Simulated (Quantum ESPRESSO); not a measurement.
# Moving one atom in ZnCa2MgO4

The results below are calculated, not measured. They come from pw.x of Quantum ESPRESSO 7.5, a plane-wave density functional program, with PseudoDojo standard norm-conserving files (v0.5 for PBE, v0.4.1 for LDA and PBEsol). The cells are made up: elements, strain and atom displacements were drawn at random, and nothing was relaxed. There is no spin polarisation, spin-orbit coupling or dispersion term.

The cell has 8 sites of a rocksalt lattice. Sites 1 to 4 hold Zn Ca Mg Ca; sites 5 to 8 hold O O O O. Cell vectors in Å: (4.513, 0.033, -0.057); (0.033, 4.414, 0.033); (-0.057, 0.033, 4.442). Settings: PBE, cutoff 1143 eV, 4 x 4 x 4 k mesh shifted by half a step, Fermi-Dirac smearing of 0.025 eV.

Each run shifts the O atom on site 8 along y and leaves all else fixed. Site 1 is one of its nearest neighbours. E is the free energy of the cell above the lowest run shown.

```
run,shift (Å),Fy on site 8 (eV/Å),Fy on site 1 (eV/Å),P (GPa),E (meV)
1,-0.1085,0.511,0.092,15.27,37.4
3,-0.0365,0.244,0.087,15.06,10.8
4,0.0664,-0.027,-0.019,14.99,0.0
5,0.0960,-0.103,-0.050,15.01,1.9
6,0.1128,-0.149,-0.065,15.04,4.0
7,0.1276,-0.193,-0.075,15.06,6.5
2,-0.0800,?,?,?,?
```

A rerun of one of these cells at 1437 eV and k mesh 6 x 6 x 6 moved values by no more than 0.002 eV in the cell's energy, 0.05 GPa in stress and 0.003 eV/Å in force.

## Worked fit

A parabola through the six runs shown gives Fy on site 8 = 0.145 - 2.97 u + 3.2 u² eV/Å, with u in Å and a scatter of 0.014 eV/Å. Minus the slope, 2.97 ± 0.32 eV/Å², is this atom's force constant along y at u = 0, with its periodic images moving too. The fitted force vanishes at u = 0.052 Å, where the energy should be lowest along this line. The error is the larger of the fit's own and the change that a cubic makes, rounded up.

## Withheld run

Question: what Fy on site 8 should run 2 give?

The fit gives 0.403 eV/Å. The calculation gave 0.393 eV/Å.

| run | shift (Å) | Fy on site 8 (eV/Å) | Fy on site 1 (eV/Å) | P (GPa) | E (meV) |
| --- | --- | --- | --- | --- | --- |
| 2 | -0.0800 | 0.393 | 0.102 | 15.17 | 24.6 |